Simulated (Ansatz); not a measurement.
A geometry of ScAl3 away from equilibrium: step 2 of the relaxation of a relaxed ScAl3 cell shaken by Gaussian noise of σ = 0.08 Å a coordinate. The numbers are results of PBE (plane waves to 420 eV, PAW, scalar-relativistic; Ansatz, a quantum-chemistry and plane-wave program), not measurements. Γ-centred k-mesh 8×8×4 on the run's cell (coarser than for final values), Fermi–Dirac smearing 0.05 eV.

```xyz
8
Lattice="4.9312 -0.0099 0.0179 -2.4742 4.2788 -0.0059 0.0298 0.0058 8.0465" Properties=species:S:1:pos:R:3:forces:R:3 pbc="T T T" free_energy=-7494.180 pressure_GPa=1.1
Al    -0.0383    -0.0852    -0.0911    0.1679    0.1160    0.0953
Al    -0.0170     2.8193     1.2424   -0.1459   -0.1203   -0.0065
Al     2.4224     1.3742     1.3849   -0.0145   -0.0743    0.3516
Al     2.5745     1.4708     6.8339    0.1956   -0.1271    0.6287
Al     0.1381     2.8650     6.7653    0.0290    0.0164   -0.7369
Al    -0.0467     0.0794     4.1229   -0.1472    0.0671    0.0295
Sc    -0.0701     2.9350     3.9620    0.0218    0.0454   -0.1072
Sc     2.4049     1.5016     4.1924   -0.1066    0.0768   -0.2541
```

Positions in Å, forces in eV/Å, free energy of the cell in eV (comparable only within this code, potentials and settings). Largest force: 0.74 eV/Å, on Al5 (atoms numbered as listed); the geometry lies 0.42 eV/atom above the end of its relaxation.

No spin polarisation in the result.

The end of the path is a generated cell of ScAl3: the first start was made by a random draw of sites in a space group, and the end was not matched to a known phase here, so it may be hypothetical.
